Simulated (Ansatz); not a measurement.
Relaxed-ion elastic tensor of CaSe (rock salt, Fm-3m) in GPa (Voigt order), PBE (plane waves, PAW; program Ansatz); density 3.74 g/cm³, 26.44 Å³ per atom.

```
 105  19.5  19.5   0.0   0.0   0.0
19.5   105  19.5   0.0   0.0   0.0
19.5  19.5   105   0.0   0.0   0.0
 0.0   0.0   0.0  26.9   0.0   0.0
 0.0   0.0   0.0   0.0  26.9   0.0
 0.0   0.0   0.0   0.0   0.0  26.9
```

Problem. Is the crystal mechanically stable?

Solution. Yes: the smallest eigenvalue of C is 26.9 GPa.

Problem. Work out the Voigt, Reuss and Hill averages.

Solution. K_V = 47.9, K_R = 47.9, K_H = 47.9; G_V = 33.2, G_R = 31.6, G_H = 32.4 GPa.

Problem. Give Young's modulus, Poisson's ratio, Pugh's ratio and the universal anisotropy index.

Solution. E = 9KG/(3K + G) = 79.2 GPa; ν = 0.22; K/G = 1.48 (brittle by the Pugh limit of 1.75); A_U = 5G_V/G_R + K_V/K_R − 6 = 0.25.

Problem. Estimate the sound speeds and the Debye temperature.

Solution. v_l = √((K + 4G/3)/ρ) = 4930 m/s, v_t = √(G/ρ) = 2940 m/s, mean 3260 m/s; Θ = (h/k)(3n/4πV)^(1/3) v_m = 325 K.

Problem. Give the Zener ratio and Young's modulus along [100], [110] and [111].

Solution. A = 2C44/(C11 − C12) = 0.63; 1/E = S11 − 2(S11 − S12 − S44/2)Γ with Γ = 0, 1/4, 1/3 gives 98.4, 73.7, 68.0 GPa.

The cell was relaxed with PBE under the symmetry of its start; phonons on a q-mesh show no instability.

Potentials: the later of the program's two PAW sets.
